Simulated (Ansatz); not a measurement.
CdAg₃:
```yaml
crystal:
  lattice:
    - [-2.08444, 2.08444, 4.12504]
    - [2.08444, -2.08444, 4.12504]
    - [2.08444, 2.08444, -4.12504]
  atoms:
    - { symbol: Cd, position: [0.00000, 0.00000, 0.00000] }
    - { symbol: Ag, position: [0.75000, 0.25000, 0.50000] }
    - { symbol: Ag, position: [0.25000, 0.75000, 0.50000] }
    - { symbol: Ag, position: [0.50000, 0.50000, 0.00000] }
```

Relaxed with r²SCAN. Special points in fractions of this cell's reciprocal vectors: Γ (0.000, 0.000, 0.000); X (0.000, 0.000, 0.500); P (0.250, 0.250, 0.250); N (0.000, 0.500, 0.000); M (0.500, 0.500, -0.500); S (0.314, 0.686, -0.314); S0 (-0.314, 0.314, 0.314); R (-0.128, 0.128, 0.500); G (0.500, 0.500, -0.128).

### Question
List the band energies nearest the Fermi level at these points for DFT-r²SCAN in the program Ansatz with PAW potentials.

### Answer
In eV from the Fermi level; about four levels below and three above (degenerate sets whole), none deeper than 8.9 eV; points with the same levels are listed once.

```tsv
k	below	above
Γ	-3.94 -3.87 -3.87 -3.43	0.97 4.76 4.76
X	-2.06 -1.34 -1.28 -0.91	2.08 2.59 8.29
P	-1.69 -1.66 -1.31 -1.31	4.08 4.37 4.43 4.43
N	-4.34 -3.88 -3.79 -3.12	1.27 1.63 5.69
M	-3.74 -3.71 -3.71 -3.43	0.79 0.79 5.18
S	-3.73 -3.52 -2.64 -2.62	3.38 5.67 6.63
R	-2.24 -1.98 -1.74 -1.16	3.81 4.35 8.52
```

Space group I4/mmm. The first step of the workflow began from a Materials Project structure, measured or hypothetical; the Crystallography Open Database copy checked does not list it. With Cd and Ag taken as one species the cell has the higher symmetry Fm-3m, so it may be an ordered model of a mixed-site phase. Its standing as an ambient phase is unchecked. The r²SCAN relaxation kept the symmetry of its start; its stability against distortions is not shown here. No spin polarisation was allowed. Spin–orbit coupling is left out wherever it is not named.

Potentials: the later of the program's two PAW sets.
